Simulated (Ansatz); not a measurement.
SiSn (NiAs type, space group No. 194) under volume change, DFT-PBE in the program Ansatz with PAW potentials, shape and atoms relaxed at each volume.

| V (Å³/atom) | E − E(relaxed) (meV/atom) | P (GPa) |
|---|---|---|
| 20.827 | 41.1 | 7.04 |
| 21.513 | 17.2 | 4.25 |
| 22.200 | 4.0 | 1.95 |
| 22.887 | 0.0 | 0.00 |
| 23.573 | 3.6 | -1.65 |
| 24.260 | 13.8 | -3.05 |
| 24.946 | 29.2 | -4.07 |

### Question
What does a third-order Birch–Murnaghan fit give for V₀, B₀ and B′?

### Answer
V₀ = 22.88 Å³/atom, B₀ = 59.1 GPa, B′ = 5.0.

Space group P6_3/mmc (NiAs type). The cell is a constructed one: a structure type filled with these elements; neither database checked (COD, Materials Project) lists it. Its standing as an ambient phase is unchecked. The cell was relaxed with PBE under the symmetry of its start; its stability against distortions is not shown here. Spin–orbit coupling is left out wherever it is not named.

Potentials: the later of the program's two PAW sets.
